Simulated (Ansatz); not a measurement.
## SiNi2 at a changed volume: ⁶¹Ni nuclear quadrupole resonance

Cell: a COD entry, relaxed with PBE at fixed cell and then changed (volume scaled by 1.06, ions relaxed).

```cif
data_structure
_symmetry_space_group_name_H-M 'P 1'
_symmetry_Int_Tables_number 1
_cell_length_a 5.0879
_cell_length_b 3.7930
_cell_length_c 7.1985
_cell_angle_alpha 90.000
_cell_angle_beta 90.000
_cell_angle_gamma 90.000
_cell_volume 138.92
loop_
_atom_site_label
_atom_site_type_symbol
_atom_site_fract_x
_atom_site_fract_y
_atom_site_fract_z
_atom_site_occupancy
Si1 Si 0.28425 0.25000 0.38425 1
Si2 Si 0.21575 0.75000 0.88425 1
Si3 Si 0.78425 0.25000 0.11575 1
Si4 Si 0.71575 0.75000 0.61575 1
Ni5 Ni 0.96091 0.25000 0.79865 1
Ni6 Ni 0.53909 0.75000 0.29865 1
Ni7 Ni 0.46091 0.25000 0.70135 1
Ni8 Ni 0.03909 0.75000 0.20135 1
Ni9 Ni 0.33074 0.25000 0.05967 1
Ni10 Ni 0.16926 0.75000 0.55967 1
Ni11 Ni 0.83074 0.25000 0.44033 1
Ni12 Ni 0.66926 0.75000 0.94033 1
```

Sites (sets of like atoms) are named by element and the number of their first atom in this list.

Level of theory: DFT, PBE, plane waves and PAW, scalar-relativistic, collinear spin, 420 eV cutoff, Γ-centred 9×12×6 k-points, Fermi–Dirac smearing 0.05 eV (Ansatz 0.2.0). Start moments as typed (μB): 1.5 on each Ni, none on the rest.

⁶¹Ni: I = 3/2, Q = 162.0 mb (year-2017 value). Static lattice, zero field.

(1) At which frequencies do the ⁶¹Ni NQR lines lie?

Results:

(1) For I = 3/2 there is one line, ν = (|C_Q|/2)(1 + η²/3)^½.

```csv
site,atoms,V_zz (10²¹ V/m²),C_Q (MHz),η,line frequencies (MHz)
Ni5,"5, 6, 7, 8",1.74,6.81,0.93,3.87
Ni9,"9, 10, 11, 12",0.77,3.01,0.45,1.55
```

With no gap above 0.1 eV, as in a metal, the gradients converge slowly in k; expect changes of a tenth or more on a denser mesh. With these PAW files V_zz is typically within 2 to 3 % of all-electron values, but misses above 10 % occur on Ni. At this changed cell the PBE pressure is -8 GPa. The start moments die out, and the run ends without spin.

The relaxation (3 steps) took 4.9 min of wall time (19 min of CPU time) and 3.1 GiB at its peak, on 4 threads of Arm Neoverse V2 (aarch64; 8 cores open to the job, memory cap 8.0 GiB, no GPU), a shared host with a load of 0.8 a core.
